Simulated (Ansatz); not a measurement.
Relaxing a structure of Ti

The start is a generated cell, Ti built in the dhcp structure type. Cell shape, volume and atoms are optimised at zero target pressure with r2SCAN (plane waves to 500 eV, PAW, scalar-relativistic; Ansatz, an electronic-structure program). First-step values are on the input's coarse k-mesh.

Ansatz input (later rounds restart from its end on a renewed k-mesh):
Ansatz 0.2 input:
```yaml
crystal:
  lattice:
    - [2.9372601, 0, 0]
    - [-1.46863, 2.5437419, 0]
    - [0, 0, 9.450653]
  atoms:
    - { symbol: Ti, position: [0, 0, 0] }
    - { symbol: Ti, position: [0, 0, 0.5] }
    - { symbol: Ti, position: [0.33333333, 0.66666667, 0.25] }
    - { symbol: Ti, position: [0.66666667, 0.33333333, 0.75] }
basis: { ecutwfc: 500, ecutrho_ratio: 4, xc_grid: 4, fft_grid_basis: typed }
kpoints: { mp_grid: { grid: [13, 13, 4] } }
hamiltonian:
  xc: r2scan
  dispersion: none
  pseudopotentials: { kind: paw }
scf: { occupations: { method: fermi_dirac, width: 0.05 } }
relax: { f_tol: 0.01, max_steps: 100, cell: { stress_tol: 0.02 } }
output: { forces: true, stress: true }
```

How much energy is released per atom?

Under 0.01 eV/atom.

How does the volume per atom move from start to end?

-1.4 %, from 17.65 to 17.41 Å³/atom.

What band gap does the relaxed structure have at this level?

No gap (metallic).

What does it relax into? Give the structure.


Space group P6₃/mmc (No. 194); a = b = 2.9309 Å, c = 9.3612 Å, α = β = 90.00°, γ = 120.00°

```tsv
atom	site	symmetry	x	y	z
Ti	2a	-3m.	0.0000	0.0000	0.0000
Ti	2c	-6m2	0.3333	0.6667	0.2500
```

The space group stays P6₃/mmc (No. 194) (the run could not lower it); the end is AFLOW prototype A_hP4_194_ac (A3', as in La), with 4 atoms in the primitive cell. Final values are on a 18×18×5 k-mesh of the relaxed cell. No spin polarisation in the result.

The run could not lose the symmetry of its start: the end is stationary, and may be a saddle point rather than a minimum.

All atoms sit on sites fixed by symmetry, so only the cell could relax.

The relaxed structure here is a generated cell of Ti: the first start was made by placing the elements on the sites of a structure type, and the end was not matched to a known phase here, so it may be hypothetical. A known form of Ti has the same space group but another cell.
